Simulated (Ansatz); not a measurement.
Space group Pm-3m (No. 221). a = 5.619 Å, b = 5.619 Å, c = 5.619 Å, α = 90.00°, β = 90.00°, γ = 90.00°
| atom | site | symmetry | x | y | z |
| --- | --- | --- | --- | --- | --- |
| Cs | 1a | m-3m | 0.0000 | 0.0000 | 0.0000 |
| Pb | 1b | m-3m | 0.5000 | 0.5000 | 0.5000 |
| Cl | 3c | 4/mm.m | 0.5000 | 0.5000 | 0.0000 |

Equation of state of this CsPbCl3 structure (not necessarily the ground state), with shape and atoms relaxed at each volume where symmetry leaves them free. Theory: DFT PBEsol, scalar-relativistic, plane waves, PAW (Ansatz).

Settings: cutoff 420 eV, Γ-centred mesh 6×6×6 on the computed 5-atom cell, Gaussian smearing of 0.02 eV; no spin polarisation.

```csv
V (Å³/atom),E − E(largest V) (meV/atom),P (GPa),gap on mesh (eV)
33.347,2.33,1.79,1.53
34.411,-6.25,0.82,1.69
35.475,-8.90,0.00,1.83
36.540,-6.56,-0.69,1.96
37.604,0.00,-1.27,2.07
```

**Question.** Fit a third-order Birch–Murnaghan equation to E(V).

**Answer.** V0 = 35.48 Å³/atom, B0 = 25 GPa, B0' = 4.7.

Spin-orbit coupling is left out, which matters for the bands of heavy elements.

Symmetry holds off the tilts and polar distortions that many cubic perovskites undergo.